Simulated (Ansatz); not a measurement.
## Structures of Si$_{2}$Br: which is lowest?

Plane-wave DFT in Ansatz with scalar-relativistic PAW potentials, cutoff 420 eV, Γ-centred meshes chosen by cell and gap, Gaussian smearing with energies taken to zero width. Every cell was relaxed (cell and atoms) in a run of its own, within the symmetry of its start. Functional: PBE.

Relaxed structures (starts from databases or built by putting these elements on another compound's sites):
A. P6/mmm, 3 atoms in the computed cell, a = 3.992 Å, c = 4.954 Å; sites (symmetry × multiplicity) Si -6m2 × 2, Br 6/mmm × 1; start: built
B. P3_121, 9 atoms in the computed cell, a = 7.820 Å, c = 4.823 Å; sites (symmetry × multiplicity) Si 1 × 6, Br .2. × 3; start: built

Rank them by energy. Could pressure change the order?

| structure | group | E − E(lowest) (meV/atom) | V (Å³/atom) | gap on mesh (eV) |
| --- | --- | --- | --- | --- |
| A | P6/mmm | 0.0 | 22.78 | 0.00 |
| B | P3_121 | 28.0 | 28.38 | 0.00 |

A is lowest, 28 meV/atom under B. The lowest is also the densest of these, so pressure wouldn't bring one of the others in at first order. Other structures may lie lower than all of these, and vibrations aren't counted.

Spin polarisation was left out, and a magnetic state may lie lower.